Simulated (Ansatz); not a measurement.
## TlS: ab initio molecular dynamics

The calculation used Ansatz, DFT PBEsol, scalar-relativistic, plane waves, PAW. Cutoff 420 eV, shifted (0.5, 0.5, 0.5 steps) 2×2×2 k-points, Fermi–Dirac smearing of 0.02 eV. The mesh is coarse. Spin–orbit coupling is left out, which matters for the heavy elements here. No spin polarisation.

16 atoms, starting at 1.00 times the perfect crystal's volume (space group I4/mcm, the cell as given, not relaxed at this level); Nosé–Hoover thermostat at 200 K, fixed cell; 21 steps of 1.5 fs. The run is short and not equilibrated.

First frame:

```xyz
16
Lattice="0.0000 0.0000 6.8000 7.7860 0.0000 0.0000 0.0000 7.7860 0.0000" Properties=species:S:1:pos:R:3 pbc="T T T"
Tl    0.0000    3.8930    1.7000
Tl    3.8930    0.0000    5.1000
Tl    3.8930    0.0000    1.7000
Tl    0.0000    3.8930    5.1000
Tl    0.0000    0.0000    1.7000
Tl    3.8930    3.8930    5.1000
Tl    0.0000    0.0000    5.1000
Tl    3.8930    3.8930    1.7000
S     1.3937    5.2867    0.0000
S     5.2867    1.3937    3.4000
S     2.4993    1.3937    0.0000
S     6.3923    5.2867    3.4000
S     2.4993    6.3923    3.4000
S     6.3923    2.4993    0.0000
S     1.3937    2.4993    3.4000
S     5.2867    6.3923    0.0000
```

| Item | Value |
| --- | --- |
| Mean temperature over the second half | 157 K |
| Mean pressure over the second half (kinetic part included) | -0.4 GPa |
| Mean potential energy above the perfect crystal (as given, at volume ratio 1; besides heat the difference comes from the crystal's own forces of up to 0.32 eV/Å and pressure of -1.5 GPa; its own run had another smearing, without effect beside its gap) | 5 meV/atom |
| Drift of the conserved energy over the run | 0.0082 meV/atom |
| Mean-square drift of S from first to last step (mean shift of all atoms removed) | 0.01 Å² |
| Mean-square drift of Tl from first to last step (mean shift of all atoms removed) | 0.00 Å² |

Pair distribution functions g(r), second half of the run, up to half the cell's height:

```
r (Å) S-Tl Tl-Tl
 2.35   0.0    0.0
 2.45   1.2    0.0
 2.55   8.1    0.0
 2.65   3.2    0.0
 2.75   0.0    0.0
 2.85   0.0    0.0
 2.95   0.0    0.0
 3.05   0.0    0.0
 3.15   0.0    0.0
 3.25   3.3    0.0
 3.35  10.4    3.6
```

Along the run (potential energy from its first value; pressure with the kinetic part):

```csv
t (fs),T (K),ΔE_pot (meV/atom),P (GPa)
0.0,200,0.0,-1.4
1.5,202,-0.2,-1.4
3.0,203,-0.4,-1.4
4.5,204,-0.4,-1.3
6.0,204,-0.4,-1.3
7.5,203,-0.3,-1.2
9.0,201,-0.2,-1.2
10.5,199,0.1,-1.1
12.0,196,0.4,-1.0
13.5,193,0.9,-0.9
15.0,189,1.3,-0.9
16.5,184,1.9,-0.8
18.0,179,2.5,-0.7
19.5,174,3.2,-0.6
21.0,168,3.9,-0.5
22.5,162,4.6,-0.5
24.0,156,5.3,-0.4
25.5,151,6.0,-0.3
27.0,145,6.7,-0.2
28.5,140,7.4,-0.1
30.0,135,8.0,-0.1
31.5,130,8.5,0.0
```